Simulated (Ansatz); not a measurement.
Task: Name crystals whose computed values (PBEsol (plane waves, PAW; program Ansatz)) fall in these windows: B₀ by P(V) fit (GPa) 57 to 75; G_Hill (GPa) 22 to 31; highest Γ mode, no LO–TO term (cm⁻¹) 530 to 690.

Result: 

```tsv
crystal	B₀ by P(V) fit (GPa)	G_Hill (GPa)	highest Γ mode, no LO–TO term (cm⁻¹)
Ba2CuHgO4, P4/mmm (Pearson symbol tP8)	69.2	26.0	612
```
Others may fit too.

Standing as an ambient phase not checked: Ba2CuHgO4, P4/mmm (Pearson symbol tP8). The cell was relaxed under the symmetry of its start. Rows with no word on spin ran without spin polarisation. No Hubbard U is applied. Scalar-relativistic: spin–orbit coupling is off unless named, which matters more the heavier the elements.

Potentials: the later of the program's two PAW sets.
